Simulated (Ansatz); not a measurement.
GaAs:
```cif
data_AsGa
_chemical_formula_sum 'Ga1 As1'
_space_group_name_H-M_alt 'Pm-3m'
_space_group_IT_number 221
_space_group_name_Hall '-P 4 2 3'
_cell_length_a 3.37375
_cell_length_b 3.37375
_cell_length_c 3.37375
_cell_angle_alpha 90.000
_cell_angle_beta 90.000
_cell_angle_gamma 90.000
loop_
_atom_site_label
_atom_site_type_symbol
_atom_site_symmetry_multiplicity
_atom_site_Wyckoff_symbol
_atom_site_fract_x
_atom_site_fract_y
_atom_site_fract_z
_atom_site_occupancy
Ga1 Ga 1 a 0.00000 0.00000 0.00000 1
As1 As 1 b 0.50000 0.50000 0.50000 1
```

Relaxed with PBE.

Task: Decompose the optical modes at the zone centre into irreducible representations, and say which are infrared and Raman allowed.

Result: Point group m-3m: Γ_opt = T1u. Infrared: T1u. Raman: none.

Task: Assign frequencies (DFPT, PBE in the plane-wave PAW code Ansatz).

Result: T1u 78 cm⁻¹.

The cell is a constructed one: a structure type filled with these elements; neither database checked (COD, Materials Project) lists it. It is not the phase usual at ambient conditions (space group No. 216). The PBE relaxation kept the symmetry of its start; of distortions, only those at the zone centre were tested. As this level gives no gap, phonon frequencies hold no LO–TO term and depend on the k-mesh and smearing (Fermi–Dirac, 0.1 eV here).

Potentials: the later of the program's two PAW sets.
